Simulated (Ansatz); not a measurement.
SrTl: stiffness from a series of strains

```yaml
crystal:
  lattice:
    - [4.03200, 0.00000, 0.00000]
    - [0.00000, 4.03200, 0.00000]
    - [0.00000, 0.00000, 4.03200]
  atoms:
    - { symbol: Sr, position: [0.00000, 0.00000, 0.00000] }
    - { symbol: Tl, position: [0.50000, 0.50000, 0.50000] }
```

Atom numbers follow the list: Sr1, Tl2.

The cell is COD entry 1540774, as deposited and not checked against the literature; nothing was relaxed. It is an old determination, and later ones may differ.

Spin–orbit coupling is left out, though it moves levels of the heavy atoms by tenths of an eV or more.

The calculation used DFT, LDA, all-electron LAPW, scalar-relativistic (Ansatz 0.2.0).

The runs use a Γ-centred 8×8×8 k mesh, Fermi–Dirac smearing of 0.05 eV, basis error target 0.5 meV/atom, no spin polarisation.

The strain is applied along the Cartesian axes of the cell as listed (the other components stay zero). Fractional coordinates are held (clamped ions).

σ is the change of stress from the unstrained cell, which is at -1.85 GPa; tension is positive, so slopes are stress–strain coefficients at that pressure. In a metal the k mesh adds noise.

Only quantities that a quadratic follows smoothly over the whole series are listed; rougher ones are left out.

```csv
εzz,σzz (GPa),σxx (GPa)
-0.0200,-0.75,-0.45
0.0000,0.00,0.00
0.0100,0.37,0.20
0.0200,0.73,0.38
```

Problem. Fit the series and read off the stiffness at zero strain.

Solution. Least-squares fits y = p0 + p1 x + p2 x² to the rows give σzz (GPa): p1 = 37, p2 = -27; σxx (GPa): p1 = 20.8, p2 = -89. So C11 = 37 GPa and C12 = 21 GPa, which gives B = (C11 + 2 C12)/3 = 26 GPa.

Problem. One run, at εzz = -0.0100, is withheld. Predict its row.

Solution. The fits give -0.37, -0.22; the run gave -0.38, -0.21.
